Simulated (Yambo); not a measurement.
G0W0@PBEsol for AuPO$_{4}$ (space group C2/c, No. 15) in Yambo (2×2×2 mesh, 7 Ry block, plasmon pole, screening fixed), without a terminator:

```tsv
bands N in G	gap (-0.5, -0.5, 0) → (-0.5, -0.5, 0) (eV)	shift of the valence edge (eV)
112	4.079	-0.128
176	3.993	-0.395
262	3.962	-0.581
```

Question: Extrapolate both columns to infinite N with E(N) = E∞ + A/N, test the form, and compare with the terminator.

Answer: From two points, E∞ = (N2 E2 − N1 E1)/(N2 − N1). The two largest N give 3.90 eV for the gap and -0.96 eV for the shift; the two smallest give 3.84 eV and -0.86 eV. For the gap the slopes A are 26 and 17 eV: the form isn't reached, and its limit is uncertain. For the shift the slopes A are 82 and 100 eV: the form isn't reached, and its limit is uncertain. With the Bruneval-Gonze terminator and 262 bands the run gives 3.91 eV and -0.81 eV, 0.01 eV and 0.15 eV from the extrapolated values: the terminator too is an estimate of the remainder. Block, mesh and the bands in W are held fixed.

Spin-orbit coupling is not included.

Geometry of the Materials Project entry, not relaxed at this level; primitive cell a = 4.801 Å, b = 4.801 Å, c = 7.760 Å, α = 95.93°, β = 95.93°, γ = 72.22°.

The structure is a Materials Project entry; no match was found in the copy of COD used, and its stability was not checked.

A shift is the quasiparticle energy of the state minus its PBEsol energy.
